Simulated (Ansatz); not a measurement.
LaN:
```xyz
2
Lattice="0.0000 2.8023 2.8023 2.8023 0.0000 2.8023 2.8023 2.8023 0.0000" Properties=species:S:1:pos:R:3 pbc="T T T"
N      1.4011     1.4011     1.4011
La     0.0000     0.0000     0.0000
```

Relaxed with r²SCAN. Special points in fractions of this cell's reciprocal vectors: Γ (0.000, 0.000, 0.000); X (0.500, 0.000, 0.500); U (0.625, 0.250, 0.625); K (0.375, 0.375, 0.750); L (0.500, 0.500, 0.500); W (0.500, 0.250, 0.750).

### Question
List the band energies nearest the valence-band maximum at these points for plane-wave PAW r²SCAN with spin–orbit coupling (Ansatz code).

### Answer
In eV from the valence-band maximum; about four levels below and three above (degenerate sets whole), none deeper than 8.9 eV; points with the same levels are listed once.

```tsv
k	below	above
Γ	-2.12 -2.12 -2.12 -2.12 -2.12 -2.12	1.43 1.43 4.17 4.17 4.17 4.17
X	-0.18 -0.18 0.00 0.00	2.43 2.43 3.66 3.66
U	-0.59 -0.56 -0.38 -0.32	2.23 2.34 3.82
L	-1.50 -1.50 -0.67 -0.67	2.80 2.80 4.08 4.08
W	-1.27 -1.27 -0.34 -0.28	2.41 2.65 3.60
```

Space group F-43m (zinc blende). The start of the workflow was typed in or built on a structure type; neither database checked (COD, Materials Project) lists it. COD files the formula under space group No. 225. Whether it is the stable phase at ambient conditions was not checked. The r²SCAN relaxation kept the symmetry of its start; its stability against distortions is not shown here.

Potentials: the earlier of the program's two PAW sets.
